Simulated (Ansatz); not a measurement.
BaInHO2:
```cif
data_HBaInO2
_chemical_formula_sum 'Ba1 In1 O2 H1'
_space_group_name_H-M_alt 'P 1'
_space_group_IT_number 1
_cell_length_a 4.29730
_cell_length_b 4.29730
_cell_length_c 3.91898
_cell_angle_alpha 90.000
_cell_angle_beta 90.000
_cell_angle_gamma 90.000
loop_
_space_group_symop_operation_xyz
  'x, y, z'
loop_
_atom_site_label
_atom_site_type_symbol
_atom_site_fract_x
_atom_site_fract_y
_atom_site_fract_z
_atom_site_occupancy
Ba1 Ba 0.50000 0.50000 0.50000 1
In1 In 0.00000 0.00000 0.00000 1
O1 O 0.50000 0.00000 0.00000 1
O2 O 0.00000 0.50000 0.00000 1
H1 H 0.00000 0.00000 0.50000 1
```

Relaxed with r²SCAN.

**Question.** Tabulate the valence density and the electron localisation function along the shortest In–O contact (2.15 Å), plane-wave PAW r²SCAN (Ansatz code).

**Answer.** 

| distance from In (Å) | density (e/Å³) | ELF |
|---|---|---|
| 0.21 | 9.44 | 0.00 |
| 0.32 | 7.90 | 0.01 |
| 0.43 | 6.20 | 0.02 |
| 0.54 | 4.54 | 0.07 |
| 0.64 | 3.02 | 0.13 |
| 0.75 | 1.77 | 0.18 |
| 0.86 | 0.94 | 0.18 |
| 0.97 | 0.57 | 0.15 |
| 1.07 | 0.51 | 0.16 |
| 1.18 | 0.55 | 0.28 |
| 1.29 | 0.72 | 0.52 |
| 1.40 | 1.03 | 0.71 |
| 1.50 | 1.57 | 0.78 |
| 1.61 | 2.46 | 0.78 |
| 1.72 | 3.76 | 0.72 |
| 1.83 | 5.33 | 0.61 |
| 1.93 | 6.92 | 0.44 |

The density is the valence pseudo-density with augmentation charge, so density and ELF within about 1 Å of a nucleus are not all-electron values.

Space group P4/mmm. The start of the workflow was typed in or built on a structure type; neither database checked (COD, Materials Project) lists it. Whether it is the stable phase at ambient conditions was not checked. The r²SCAN relaxation kept the symmetry of its start; its stability against distortions is not shown here. Spin–orbit coupling is left out wherever it is not named.

Potentials: the earlier of the program's two PAW sets. The files were generated under PBE; for other functionals the program regenerates the frozen cores, and for LDA and PBEsol the local potential too.
